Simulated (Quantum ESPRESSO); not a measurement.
Si3BC3N, input and log of a self-consistent run

A calculation, not a measurement. The program is pw.x of Quantum ESPRESSO 7.5 (plane-wave density functional theory). The cell is made up: 8 atoms on a zincblende/diamond lattice, with randomly drawn elements, strain and displacements, not relaxed. PseudoDojo standard norm-conserving files (v0.5 for PBE, v0.4.1 for LDA and PBEsol) set the functional; there is no spin polarisation, spin-orbit coupling or dispersion term, and the masses in the input are unused placeholders.

Input:

```
&control calculation='scf', pseudo_dir='./dojo.nc.sr.pbe.v0_5.standard.upf', outdir='./o', disk_io='medium', tprnfor=.true., tstress=.true. /
&system ibrav=0, nat=8, ntyp=4, nbnd=22, ecutwfc=84.00895049, nosym=.true., tot_charge=0,
 occupations='smearing', smearing='fd', degauss=0.0018374661
/
&electrons conv_thr=7.350e-09, electron_maxstep=60, /
ATOMIC_SPECIES
B 1.0 B.upf
C 1.0 C.upf
N 1.0 N.upf
Si 1.0 Si.upf
CELL_PARAMETERS angstrom
4.3592 -0.0231 0.0342
-0.0231 4.3912 -0.0171
0.0348 -0.0174 4.3272
ATOMIC_POSITIONS angstrom
Si 0.0089 -0.0387 -0.0306
Si 0.0027 2.19 2.1372
B 2.1867 0.0006 2.1646
Si 2.1874 2.21 0.0493
C 1.0727 1.0503 1.0919
C 1.091 3.2577 3.2997
N 3.3472 1.0439 3.2733
C 3.281 3.3013 1.0612
K_POINTS automatic
4 4 4 1 1 1
```

The log is shortened where brackets say so; the opening notice, blank lines, dates and the lines on written files are dropped, and the path of the files is cut. It prints rydbergs, bohrs and kilobars, and counts compression as positive stress. With no partly filled state, the Fermi energy that it prints is only some level between the filled and the empty states on the mesh, and need not lie in the true gap.

```
     Program PWSCF v.7.5
     Parallel version (MPI & OpenMP), running on       1 processor cores
     Number of MPI processes:                 1
     Threads/MPI process:                     1
     [start-up lines left out]
     bravais-lattice index     =            0
     lattice parameter (alat)  =       8.2381  a.u.
     unit-cell volume          =     558.9171 (a.u.)^3
     number of atoms/cell      =            8
     number of atomic types    =            4
     number of electrons       =        32.00
     number of Kohn-Sham states=           22
     kinetic-energy cutoff     =      84.0090  Ry
     charge density cutoff     =     336.0358  Ry
     scf convergence threshold =      7.3E-09
     mixing beta               =       0.7000
     number of iterations used =            8  plain     mixing
     Exchange-correlation= PBE
                           (   1   4   3   4   0   0   0)
     [axes and pseudopotential details left out]
   Cartesian axes
     site n.     atom                  positions (alat units)
         1        Si     tau(   1) = (   0.0020416  -0.0088774  -0.0070193  )
         2        Si     tau(   2) = (   0.0006194   0.5023632   0.4902515  )
         3        B      tau(   3) = (   0.5016063   0.0001376   0.4965367  )
         4        Si     tau(   4) = (   0.5017668   0.5069510   0.0113089  )
         5        C      tau(   5) = (   0.2460662   0.2409279   0.2504705  )
         6        C      tau(   6) = (   0.2502641   0.7472825   0.7569169  )
         7        N      tau(   7) = (   0.7678129   0.2394598   0.7508610  )
         8        C      tau(   8) = (   0.7526273   0.7572839   0.2434283  )
     number of k points=    32  Fermi-Dirac smearing, width (Ry)=  0.0018
                       cart. coord. in units 2pi/alat
        k(    1) = (   0.1246852   0.1252390   0.1254309), wk =   0.0625000
        k(    2) = (   0.1227142   0.1262095   0.3773107), wk =   0.0625000
     [further k points left out]
     Dense  grid:    58117 G-vectors     FFT dimensions: (  50,  50,  48)
     Estimated max dynamical RAM per process >      66.35 MB
     Initial potential from superposition of free atoms
     starting charge      31.9978, renormalised to      32.0000
     Starting wfcs are   32 randomized atomic wfcs
     total cpu time spent up to now is        7.8 secs
     per-process dynamical memory:    42.1 Mb
     Self-consistent Calculation
     iteration #  1     ecut=    84.01 Ry     beta= 0.70
     Davidson diagonalization with overlap
     ethr =  1.00E-02,  avg # of iterations =  3.1
     total cpu time spent up to now is       16.3 secs
     total energy              =     -87.67555079 Ry
     estimated scf accuracy    <       1.49318994 Ry
     iteration #  2     ecut=    84.01 Ry     beta= 0.70
     Davidson diagonalization with overlap
     ethr =  4.67E-03,  avg # of iterations =  2.0
     total cpu time spent up to now is       23.8 secs
     total energy              =     -88.11955411 Ry
     estimated scf accuracy    <       0.70696684 Ry
     iteration #  3     ecut=    84.01 Ry     beta= 0.70
     Davidson diagonalization with overlap
     ethr =  2.21E-03,  avg # of iterations =  2.0
     total cpu time spent up to now is       31.0 secs
     total energy              =     -88.21633817 Ry
     estimated scf accuracy    <       0.02838531 Ry
     iteration #  4     ecut=    84.01 Ry     beta= 0.70
     Davidson diagonalization with overlap
     ethr =  8.87E-05,  avg # of iterations =  8.6
     total cpu time spent up to now is       43.9 secs
     total energy              =     -88.23195340 Ry
     estimated scf accuracy    <       0.00650828 Ry
     iteration #  5     ecut=    84.01 Ry     beta= 0.70
     Davidson diagonalization with overlap
     ethr =  2.03E-05,  avg # of iterations =  5.7
     total cpu time spent up to now is       56.2 secs
     total energy              =     -88.23275956 Ry
     estimated scf accuracy    <       0.00224694 Ry
     [iterations 6 to 8 left out]
     iteration #  9     ecut=    84.01 Ry     beta= 0.70
     Davidson diagonalization with overlap
     ethr =  2.85E-08,  avg # of iterations =  2.0
     total cpu time spent up to now is       96.5 secs
     total energy              =     -88.23291187 Ry
     estimated scf accuracy    <       0.00000183 Ry
     iteration # 10     ecut=    84.01 Ry     beta= 0.70
     Davidson diagonalization with overlap
     ethr =  5.73E-09,  avg # of iterations =  2.3
     total cpu time spent up to now is      105.8 secs
     total energy              =     -88.23291250 Ry
     estimated scf accuracy    <       0.00000008 Ry
     iteration # 11     ecut=    84.01 Ry     beta= 0.70
     Davidson diagonalization with overlap
     ethr =  2.45E-10,  avg # of iterations =  4.0
     total cpu time spent up to now is      117.3 secs
     total energy              =     -88.23291251 Ry
     estimated scf accuracy    <       0.00000006 Ry
     iteration # 12     ecut=    84.01 Ry     beta= 0.70
     Davidson diagonalization with overlap
     ethr =  1.77E-10,  avg # of iterations =  1.9
     total cpu time spent up to now is      125.1 secs
     total energy              =     -88.23291251 Ry
     estimated scf accuracy    <       0.00000001 Ry
     iteration # 13     ecut=    84.01 Ry     beta= 0.70
     Davidson diagonalization with overlap
     ethr =  3.27E-11,  avg # of iterations =  3.1
     total cpu time spent up to now is      134.9 secs
     End of self-consistent calculation
          k = 0.1247 0.1252 0.1254 (  7261 PWs)   bands (ev):
    -7.8832  -4.5123  -2.2193  -2.0989   0.9920   1.2092   1.7026   3.9318
     4.2222   4.3690   5.0025   5.2367   5.6749   6.7428   7.9066   8.1902
    10.3212  11.2736  11.4703  12.8693  14.0598  14.2330
     [levels at the other k points left out]
     the Fermi energy is     9.3479 ev
!    total energy              =     -88.23291252 Ry
     estimated scf accuracy    <          4.0E-11 Ry
     smearing contrib. (-TS)   =       0.00000000 Ry
     internal energy E=F+TS    =     -88.23291252 Ry
     The total energy is F=E-TS. E is the sum of the following terms:
     one-electron contribution =      14.63470605 Ry
     hartree contribution      =      12.11900211 Ry
     xc contribution           =     -30.72270040 Ry
     ewald contribution        =     -84.26392028 Ry
     convergence has been achieved in  13 iterations
     Forces acting on atoms (cartesian axes, Ry/au):
     atom    1 type  4   force =     0.01257893    0.03874032    0.02694090
     atom    2 type  4   force =     0.02153930    0.00715006    0.00501916
     atom    3 type  1   force =    -0.02139475   -0.03598859   -0.01792795
     atom    4 type  4   force =    -0.03229775   -0.03041348   -0.01324128
     atom    5 type  2   force =     0.06847529   -0.01266661    0.03553100
     atom    6 type  2   force =     0.06399932    0.01512634   -0.09768433
     atom    7 type  3   force =    -0.05741343    0.00333912   -0.02495504
     atom    8 type  2   force =    -0.05548691    0.01471283    0.08631754
     Total force =     0.204445     Total SCF correction =     0.000010
     Computing stress (Cartesian axis) and pressure
          total   stress  (Ry/bohr**3)                   (kbar)     P=     -162.94
  -0.00112091   0.00024125  -0.00025296         -164.89       35.49      -37.21
   0.00024125  -0.00119634   0.00023785           35.49     -175.99       34.99
  -0.00025296   0.00023785  -0.00100564          -37.21       34.99     -147.93
     init_run     :      5.73s CPU      7.65s WALL (       1 calls)
     electrons    :    118.24s CPU    127.16s WALL (       1 calls)
     forces       :      1.85s CPU      1.89s WALL (       1 calls)
     stress       :      6.16s CPU      6.22s WALL (       1 calls)
     [timing details left out]
     PWSCF        :   2m12.16s CPU   2m23.19s WALL
     JOB DONE.
```

In other units: free energy -1200.470 eV for the cell, pressure -16.29 GPa, largest force component 2.512 eV/Å. A rerun of this cell at 1437 eV and a 6 x 6 x 6 mesh moved values by no more than 0.005 eV in energy, 0.03 GPa in stress and 0.002 eV/Å in force.